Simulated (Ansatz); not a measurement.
Cu2O in space group Pn-3m (No. 224; Cu on 4b, O on 2a), PBE in the plane-wave PAW code Ansatz. The conduction-band minimum lies at Γ, with 1 equivalent valley. Second derivatives d²E/dk² of the lowest band at one valley (eV·Å²), along Cartesian directions:

```csv
direction,d²E/dk²
[100],8.183
[010],8.183
[001],8.183
[110],8.183
[101],8.183
[011],8.183
```

**Question.** Find the principal effective masses, the density-of-states mass and the conductivity mass.

**Answer.** Off-diagonal terms follow from H_xy = H[110] − (H_xx + H_yy)/2, and m*/mₑ = 7.620 eV·Å² over each eigenvalue: 0.93, 0.93, 0.93. One valley's DOS mass (m₁m₂m₃)^(1/3) = 0.93, conductivity mass 3/(Σ 1/mᵢ) = 0.93 mₑ.

**Question.** What effective density of states Nc follows at 300 K for parabolic valleys?

**Answer.** Nc = 2.509e19 × 1 × (0.93)^(3/2) ≈ 2.3e19 cm⁻³.

Symmetry was held in the PBE relaxation. The run is not spin-polarised. No Hubbard U is applied.

Potentials: the later of the program's two PAW sets.

Edges and masses are those of Kohn–Sham bands, whose gap is no quasiparticle gap.
